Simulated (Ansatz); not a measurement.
An elastic tensor (GPa, Voigt order, standard axes) from plane-wave PAW PBEsol (Ansatz code):

|  | 1 | 2 | 3 | 4 | 5 | 6 |
|---|---|---|---|---|---|---|
| 1 | 131 | 53.6 | 53.6 | 0.0 | 0.0 | 0.0 |
| 2 | 53.6 | 131 | 53.6 | 0.0 | 0.0 | 0.0 |
| 3 | 53.6 | 53.6 | 131 | 0.0 | 0.0 | 0.0 |
| 4 | 0.0 | 0.0 | 0.0 | 67.2 | 0.0 | 0.0 |
| 5 | 0.0 | 0.0 | 0.0 | 0.0 | 67.2 | 0.0 |
| 6 | 0.0 | 0.0 | 0.0 | 0.0 | 0.0 | 67.2 |

Question: Pick the material that matches.
(A) BeSe, zinc blende
(B) W, bcc (W type)
(C) Au, fcc (Cu type)
(D) Cu, fcc (Cu type)

Answer: A, BeSe, zinc blende

Space group F-43m (zinc blende). Symmetry was held in the PBEsol relaxation.

Potentials: the later of the program's two PAW sets.
